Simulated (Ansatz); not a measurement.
MgI2:
```
CELL_PARAMETERS angstrom
      4.16499     0.00000     0.00000
     -2.08250     3.60699     0.00000
      0.00000     0.00000     6.97065
ATOMIC_POSITIONS crystal
  Mg 0.00000 0.00000 0.00000
  I  0.33333 0.66667 0.23906
  I  0.66667 0.33333 0.76094
```

Tensor components refer to the Cartesian frame of this cell.

Task: Give the high-frequency dielectric tensor and the Born effective charge tensors of the independent atoms from DFPT, r²SCAN+D4 (plane waves, PAW; program Ansatz).

Result: 
ε∞:
```
4.05  0.00  0.00
0.00  4.05  0.00
0.00  0.00  3.57
```
Z* of atom 1 (Mg), rows: field, columns: displacement, in e:
```
2.48  0.00  0.00
0.00  2.48  0.00
0.00  0.00  1.57
```
Z* of atom 2 (I), rows: field, columns: displacement, in e:
```
-1.24   0.00   0.00
 0.00  -1.24   0.00
 0.00   0.00  -0.78
```

Static charges for comparison (Bader): Mg1 +1.68, I2 -0.84 e. Born charges measure polarisation by displacement and can exceed these by far.

Space group P-3m1 (CdI2 type). The cell was relaxed with r²SCAN+D4 under the symmetry of its start; phonons on a q-mesh show no instability. Scalar-relativistic: spin–orbit coupling is off unless named, which matters more the heavier the elements.

Potentials: the later of the program's two PAW sets.
